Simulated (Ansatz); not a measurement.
Given:

BN:
```
CELL_PARAMETERS angstrom
      0.00000     1.78992     1.78992
      1.78992     0.00000     1.78992
      1.78992     1.78992     0.00000
ATOMIC_POSITIONS crystal
  B  0.00000 0.00000 0.00000
  N  0.25000 0.25000 0.25000
```

This is the LDA-relaxed structure. x, y and z are the axes in which the lattice vectors are written.

Question: All from LDA in the plane-wave PAW code Ansatz, unless another level is named. Predict the piezoelectric stress constants (proper, relaxed ions, C/m²).

Answer: e14 = e25 = e36 = -0.73.

Question: And the vibrational entropy at 300 K?

Answer: 3.3 J/(K·mol of atoms).

Question: What about the Poisson's ratio?

Answer: 0.12.

Question: Next, the zero-point energy?

Answer: 160.7 meV/atom.

Space group F-43m (zinc blende). Symmetry was held in the LDA relaxation. Signs of piezoelectric constants follow the polarity of the cell as given.

Potentials: the earlier of the program's two PAW sets. The files were generated under PBE; for other functionals the program regenerates the frozen cores, and for LDA and PBEsol the local potential too.
